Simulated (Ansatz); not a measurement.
MoSi2 (MoSi2 type, space group I4/mmm)

```
CELL_PARAMETERS angstrom
     -1.59511     1.59511     3.91030
      1.59511    -1.59511     3.91030
      1.59511     1.59511    -3.91030
ATOMIC_POSITIONS crystal
  Mo 0.00000 0.00000 0.00000
  Si 0.33509 0.33509 0.00000
  Si 0.66491 0.66491 0.00000
```

The slice is a (001) plane (indices of the conventional cell) through the point (0.665, 0.665, 0.000) (fractional), spanned by u = [101] and v = [011] in vectors of this cell: u (3.19 Å) and v (3.19 Å, at 90° to u). It covers one period; positions are fractions (u, v).

All values below come from PBEsol (plane waves to 420 eV, PAW, scalar-relativistic; Ansatz, an electronic-structure program). k mesh 20×20×20. Inside the PAW spheres the values are not all-electron values, and peaks at nuclei hang on which shells count as valence. MoSi2 is run without spin polarisation. MoSi2 was relaxed with its symmetry unable to fall.

**Question.** Sketch the valence electron density on this plane as a map.

**Answer.** 
```
|.:=*%@@@%##***##%@@@%*=:|
|==*#@@@@%##***##%@@@@#*=|
|**#%@@@@%%#####%%@@@@%#*|
|%%@@@@@@%%#####%%@@@@@@%|
|@@@@@@@@%%%###%%%@@@@@@@|
|@@@@@@@@%%%%%%%%%@@@@@@@|
|@@@@@@@%%%%%%%%%%%@@@@@@|
|%%%%%%%%%%%%%%%%%%%%%%%%|
|###%%%%%%@@@@@@@%%%%%%##|
|#####%%%%@@@@@@@%%%%####|
|***###%%%@@@@@@@%%%###**|
|***###%%%@@@@@@@%%%###**|
|***###%%%@@@@@@@%%%###**|
|#####%%%%@@@@@@@%%%%####|
|###%%%%%%@@@@@@@%%%%%%##|
|%%%%%%%%%%%%%%%%%%%%%%%%|
|@@@@@@@%%%%%%%%%%%@@@@@@|
|@@@@@@@@%%%%%%%%%@@@@@@@|
|@@@@@@@@%%%###%%%@@@@@@@|
|%%@@@@@@%%#####%%@@@@@@%|
|**#%@@@@%%#####%%@@@@%#*|
|==*#@@@@%##***##%@@@@#*=|
|.:=*%@@@%##***##%@@@%*=:|
| .=*%@@@%##***##%@@@%*=.|
```
Scale: ten equal steps from -1.34 (start of ' ') to -0.38 (end of '@'), in the order ' .:-=+*#%@'. Values: log₁₀ of the valence density in e/Å³. The map has 24 points along u (one character each, u = 0 at the left) and 24 along v (v = 0 in the bottom row). The scale is logarithmic, as a density can span decades between atoms and voids.
